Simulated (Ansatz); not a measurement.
Input:

LaAl2Zn2:
```xyz
5
Lattice="-2.1247 2.1247 5.4706 2.1247 -2.1247 5.4706 2.1247 2.1247 -5.4706" Properties=species:S:1:pos:R:3 pbc="T T T"
Al     0.0000     2.1247     2.7353
Al     2.1247     0.0000     2.7353
La     0.0000     0.0000     0.0000
Zn     0.0000     0.0000     4.2292
Zn     0.0000     0.0000     6.7120
```

This is the r²SCAN-relaxed structure.

**Question.** All from DFT-r²SCAN in the program Ansatz with PAW potentials, unless another level is named. Estimate the density of states at the Fermi level.

**Answer.** 0.31 states/eV per atom (mean over ±0.08 eV).

**Question.** Next, the formation energy from the elements (no fitted shifts)?

**Answer.** -0.51 eV/atom.

Space group I4/mmm. The workflow started from an entry of the Crystallography Open Database (COD). Its standing as an ambient phase is unchecked. The r²SCAN relaxation kept the symmetry of its start; its stability against distortions is not shown here. The references are the lowest solids computed at this level, not always the standard phases. Scalar-relativistic: spin–orbit coupling is off unless named, which matters more the heavier the elements.

Potentials: the later of the program's two PAW sets.
